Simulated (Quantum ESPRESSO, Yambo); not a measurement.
Quasiparticle gap of AgI

```cif
data_Ag4I4
_chemical_formula_sum 'Ag4 I4'
_space_group_name_H-M_alt 'F-43m'
_space_group_IT_number 216
_space_group_name_Hall 'F -4 2 3'
_cell_length_a 6.34422
_cell_length_b 6.34422
_cell_length_c 6.34422
_cell_angle_alpha 90.000
_cell_angle_beta 90.000
_cell_angle_gamma 90.000
loop_
_atom_site_label
_atom_site_type_symbol
_atom_site_symmetry_multiplicity
_atom_site_Wyckoff_symbol
_atom_site_fract_x
_atom_site_fract_y
_atom_site_fract_z
_atom_site_occupancy
Ag1 Ag 4 a 0.00000 0.00000 0.00000 1
I1 I 4 d 0.75000 0.75000 0.75000 1
```
(The calculation used a cell of 2 atoms; values per cell refer to that cell.)

Cell and atoms were relaxed with LDA from Materials Project entry mp-22925, within its symmetry.

Starting point: norm-conserving LDA (Quantum ESPRESSO, 86 Ry, scalar-relativistic). G0W0 in Yambo: 4×4×4 Γ-centred k mesh, bands 5 to 129 and a 8 Ry block in the screening, 129 bands in G with the Bruneval-Gonze terminator, plasmon pole fitted at 27.2 eV.

The LDA gap along the band path comes out as 1.05 eV, the LDA gap between the mesh's edge points (Γ → Γ) is 1.05 eV and the G0W0 gap between the same points comes out as 2.36 eV.

```csv
k point,band,E LDA (eV),E QP (eV),shift (eV),Z
Γ,VB,0.00,-0.81,-0.81,0.80
Γ,CB,1.05,1.55,0.50,0.82
L,VB,-0.84,-1.70,-0.86,0.79
L,CB,2.51,3.05,0.54,0.82
X,VB,-2.05,-2.99,-0.93,0.79
X,CB,3.22,3.51,0.29,0.83
W,VB,-1.87,-2.79,-0.92,0.78
W,CB,4.81,5.47,0.66,0.80
```

Energies count from the LDA valence-band maximum.

Nearest settings tried, and what they do to the gap: 81 bands in W, 81 bands in G: +3 meV; 3 Ry block (51 vectors against 181): -91 meV. Not varied: mesh. So the settings aren't converged at that level.

Spin-orbit coupling is left out, which matters for elements this heavy: edges can move by tenths of an eV.
